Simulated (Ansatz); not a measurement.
CdO:
```yaml
crystal:
  lattice:
    - [4.34587, 0.00000, 0.00000]
    - [0.00000, 4.34587, 0.00000]
    - [0.00000, 0.00000, 3.65828]
  atoms:
    - { symbol: Cd, position: [0.50000, 0.00000, 0.15053] }
    - { symbol: Cd, position: [0.00000, 0.50000, 0.84947] }
    - { symbol: O, position: [0.00000, 0.00000, 0.00000] }
    - { symbol: O, position: [0.50000, 0.50000, 0.00000] }
```

Relaxed with PBE. Special points in fractions of this cell's reciprocal vectors: Γ (0.000, 0.000, 0.000); X (0.000, 0.500, 0.000); M (0.500, 0.500, 0.000); Z (0.000, 0.000, 0.500); R (0.000, 0.500, 0.500); A (0.500, 0.500, 0.500).

Problem. List the band energies nearest the Fermi level at these points for DFT-PBE in the program Ansatz with PAW potentials.

Solution. In eV from the Fermi level; about four levels below and three above (degenerate sets whole), none deeper than 8.9 eV; points with the same levels are listed once.

```
k                          below                above
-  -----------------------------  -------------------
Γ  -1.64 -1.64 -1.58 -1.00 -0.64  2.99 8.31 8.49 8.49
X        -2.27 -2.27 -1.11 -1.11  2.79 2.79 8.68 8.68
M        -4.39 -4.39 -1.26 -1.26  0.03 0.03 4.19 4.19
Z  -2.97 -2.97 -1.55 -1.55 -1.13       2.53 3.33 5.37
R        -2.10 -2.10 -2.04 -2.04  3.21 3.21 6.10 6.10
A        -3.78 -3.78 -1.95 -1.95  0.02 0.02 2.35 2.35
```

Space group P4/nmm. The cell is a constructed one: a structure type filled with these elements; neither database checked (COD, Materials Project) lists it. It is not the phase usual at ambient conditions (space group No. 225). Symmetry was held in the PBE relaxation; whether a distortion lowers the energy is not shown. Scalar-relativistic: spin–orbit coupling is off unless named, which matters more the heavier the elements.

Potentials: the later of the program's two PAW sets.
